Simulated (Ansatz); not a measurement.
AlNi (CsCl type)

```xyz
2
Lattice="2.8927 0.0000 0.0000 0.0000 2.8927 0.0000 0.0000 0.0000 2.8927" Properties=species:S:1:pos:R:3 pbc="T T T"
Al     0.0000     0.0000     0.0000
Ni     1.4463     1.4463     1.4463
```

In this cell atom 2 (Ni, nearest neighbour Al at 2.505 Å; its periodic images, 2.9 Å or more away, move with it) is moved by s along Cartesian [111], unit vector (0.577, 0.577, 0.577); all other atoms and the cell stay fixed.

The numbers are results of PBE (plane waves to 420 eV, PAW, scalar-relativistic; Ansatz, a first-principles code), not measurements. k mesh 13×13×13 (Γ-centred), Fermi-Dirac smearing 0.05 eV. Energies are smeared free energies. Compression counts positive. With partly filled bands, energies and forces of such displacements shift with the k mesh and the smearing. F∥ is the force on the atom along that direction. AlNi is run without spin polarisation. AlNi was relaxed with its symmetry unable to fall. The PAW data are Ansatz's earlier set. The zero of ΔE is the undisplaced structure.

| s (Å) | ΔE (eV/cell) | F∥ (eV/Å) | P (GPa) |
|---|---|---|---|
| -0.250 | 0.190 | 1.625 | 4.0 |
| -0.200 | 0.118 | 1.237 | 2.5 |
| -0.150 | 0.065 | 0.892 | 1.4 |
| -0.100 | 0.029 | 0.578 | 0.6 |
| -0.050 | 0.007 | 0.284 | 0.1 |
| 0.000 | 0.000 | 0.000 | -0.1 |
| 0.050 | 0.007 | -0.284 | 0.1 |
| 0.100 | 0.029 | -0.578 | 0.6 |
| 0.150 | 0.065 | -0.892 | 1.4 |
| 0.200 | 0.118 | -1.237 | 2.5 |
| 0.250 | 0.190 | -1.625 | 4.0 |

Key numbers:

- Energy at s = 0.250 Å: 190 meV/cell
- Force along the line at s = -0.250 Å: 1.62 eV/Å
- Symmetry of the curve: even: the same for both signs
- Shape of the curve: a single well with its minimum at or next to zero displacement
- Force constant k = d²E/ds² at s = 0 (finite differences): 5.65 eV/Å²
- Harmonic estimate at the end of the scan: ½ks² = 177 meV/cell against the computed 190 meV/cell, so the well is stiffer than harmonic there
- Zone-centre optical wavenumber from k: 288 cm⁻¹

(A displaced cell: forces are minus the slopes of the energy, force constants its curvatures, and phonons follow from these.)
